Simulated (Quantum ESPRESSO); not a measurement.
```
CELL_PARAMETERS angstrom
      7.95478     0.00000     0.00000
      0.00000     4.57683     0.00000
      0.00000     0.00000    16.60000
ATOMIC_POSITIONS crystal
  Ca 0.00000 0.00000 0.00000
  Sr 0.50000 0.50000 0.00000
  I  0.84550 0.50000 0.10519
  I  0.31950 0.00000 0.10750
  I  0.15450 0.50000 0.89481
  I  0.68050 0.00000 0.89250
```

The layer was cut from Materials Project entry mp-1101340 and relaxed with PBEsol in a cell 16.6 Å high, with the Coulomb interaction truncated along z.

**Question.** What does PBEsol (Quantum ESPRESSO, PseudoDojo norm-conserving, 70 Ry, without SOC) give for the electronic structure near the Fermi level?

**Answer.** The PBEsol gap is indirect, 3.89 eV, from Γ to S; the smallest direct gap is 3.93 eV. The valence-band maximum lies 6.75 eV below the vacuum level. Spin-orbit coupling is left out, which matters for elements this heavy: edges can move by tenths of an eV.

This is a model layer cut from the bulk structure; whether it is stable on its own was not checked.
